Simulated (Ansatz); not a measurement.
**SiO2 — ¹⁷O nuclear quadrupole resonance**

Cell: an entry of the Crystallography Open Database (COD), atoms as given.

Space group P4_12_12 (No. 92); a = 4.9080, c = 6.7840 Å.

```
site  Wyckoff  site symmetry       x       y       z
  Si       4a            ..2  0.3083  0.3083  0.0000
   O       8b              1  0.2387  0.1161  0.1865
```

One atom of each set is listed.

Level of theory: DFT, PBE, plane waves and PAW (field gradients read without the response of the frozen cores, which leaves them typically 4 to 6 % off), scalar-relativistic, 420 eV cutoff, Γ-centred 5×5×4 k-points, Fermi–Dirac smearing 0.02 eV (Ansatz 0.2.0).

¹⁷O: I = 5/2, Q = -25.58 mb (year-2017 value). Static lattice, zero field.

Task: The simulated lines lie at 0.875, 1.67 MHz. What are |C_Q|, η and |V_zz| at O?

Result: For I = 5/2 and η = 0 the lines are 3|C_Q|/20 and twice that; η pulls their ratio below 2. Here |C_Q| = 5.60 MHz, η = 0.20 and |V_zz| = 9.06 × 10²¹ V/m². The calculation gives V_zz positive; the lines don't show the sign. The site has 2 Si at 1.59–1.61 Å, angle 143°.

At O V_zz runs parallel to the line that joins its two neighbours (within 1°).

The calculated pressure of 10 GPa (PBE) comes largely from the unrelaxed atoms: it is 2.2 GPa once they are relaxed in the same cell. The largest force is 0.9 eV/Å, so the atoms aren't at the calculated equilibrium and relaxing them would move these values. The cell is 5 % smaller than that of α-cristobalite at ambient conditions, so the entry probably stands for a crystal under pressure.
